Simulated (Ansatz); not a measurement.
ZnCu2SnSe4 (kesterite type, space group I-4)

```xyz
8
Lattice="-2.8818 2.8818 5.7630 2.8818 -2.8818 5.7630 2.8818 2.8818 -5.7630" Properties=species:S:1:pos:R:3 pbc="T T T"
Cu     0.0000     0.0000     0.0000
Cu     0.0000     2.8818     2.8815
Zn     2.8818     0.0000     2.8815
Sn     0.0000     0.0000     5.7630
Se     1.4966     1.5502     4.2620
Se     1.3852     1.3316    -1.5010
Se     1.5502    -1.4966     7.2639
Se     1.3316     4.3785     1.5010
```

The slice is a (100) plane (indices of the conventional cell) through the point (0.371, 0.899, 0.009) (fractional), spanned by u = [101] and v = [110] in vectors of this cell: u (5.76 Å) and v (11.53 Å, at 90° to u). It covers one period; positions are fractions (u, v).

Computed with PBE (plane waves to 420 eV, PAW, scalar-relativistic; Ansatz, a first-principles code). k mesh 8×8×8. These are valence fields of a PAW run, semicore shells included where kept as valence: close to a nucleus they are smooth pseudo fields. At this level the bands of ZnCu2SnSe4 touch or barely overlap. ZnCu2SnSe4 is run without spin polarisation. ZnCu2SnSe4 was relaxed with its symmetry unable to fall.

### Question
Sketch the electrostatic potential energy of an electron, from the cell's mean on this plane as a map.

### Answer
```
|xxx17889999982xx|
|xx0467889999850x|
|0145667899987751|
|7766566788877777|
|8876666534577889|
|9887663xxx047899|
|9988750xxxx06999|
|999874xxxxxx5999|
|999884xxxxxx5999|
|9988760xxxx07999|
|98876650xx058999|
|7776667666788888|
|0135667889998874|
|xxx367899999871x|
|xxx06899999985xx|
|xxxx6899999873xx|
|xxx07999988763xx|
|xxx489999876540x|
|0157899987643332|
|6788888877532246|
|8999886434432357|
|8999860xxx044567|
|999982xxxxx36778|
|999970xxxxx17889|
|999970xxxxx27899|
|999973xxxxx58899|
|99987620x0478889|
|7887777667787777|
|0257778899887741|
|xx0578999998740x|
|xxx27999999971xx|
|xxx07899999970xx|
```
Scale: ten equal steps from -2.00 (start of '0') to 6.30 (end of '9'), in the order '0123456789'. Values: electrostatic potential energy of an electron, from the cell's mean, in eV. The map has 16 points along u (one character each, u = 0 at the left) and 32 along v (v = 0 in the bottom row). Points within 1 Å of a nucleus are blanked (x), as the pseudised field means little there. Values under -2 eV are set to -2. The zero, the cell's mean, hangs on the PAW cores.
